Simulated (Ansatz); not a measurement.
Hg:
```xyz
3
Lattice="5.2233 0.0000 0.0000 -2.6117 4.5235 0.0000 0.0000 0.0000 3.0770" Properties=species:S:1:pos:R:3 pbc="T T T"
Hg     0.0000     3.0157     1.5385
Hg     2.6117     1.5078     1.5385
Hg     0.0000     0.0000     0.0000
```

Relaxed with PBEsol. Special points in fractions of this cell's reciprocal vectors: Γ (0.000, 0.000, 0.000); M (0.500, 0.000, 0.000); K (0.333, 0.333, 0.000); A (0.000, 0.000, 0.500); L (0.500, 0.000, 0.500); H (0.333, 0.333, 0.500).

### Question
List the band energies nearest the Fermi level at these points for PBEsol (plane waves, PAW; program Ansatz).

### Answer
In eV from the Fermi level; about four levels below and three above (degenerate sets whole), none deeper than 8.9 eV; points with the same levels are listed once.

```json
[
 {"k": "Γ", "below": "-5.69 -5.69 -1.10 -0.68", "above": "1.85 1.85 1.91 1.91"},
 {"k": "M", "below": "-5.65 -5.39 -1.48 -1.40", "above": "6.32 6.35 8.28 8.28"},
 {"k": "K", "below": "-5.79 -5.29 -5.20 -5.20", "above": "3.65 3.80 3.80"},
 {"k": "A", "below": "-5.82 -5.82 -5.39 -3.17 -2.84", "above": "2.97 3.45 3.51"},
 {"k": "L", "below": "-1.80 -1.44 -0.80 -0.60", "above": "2.37 2.56 3.34"},
 {"k": "H", "below": "-1.01 -1.01 -0.66 -0.53", "above": "0.41 0.41 6.96"}
]
```

Space group P6/mmm. The first step of the workflow began from a Materials Project structure, measured or hypothetical; the Crystallography Open Database files this formula in space group No. 191, but the cells were not matched. It is not the usual solid phase (space group No. 166). The cell keeps a stress of up to 0.2 GPa. The PBEsol relaxation kept the symmetry of its start; whether a distortion lowers the energy is not shown. The substance is a gas or liquid at ambient conditions. Spin–orbit coupling is left out wherever it is not named.

Potentials: the later of the program's two PAW sets.
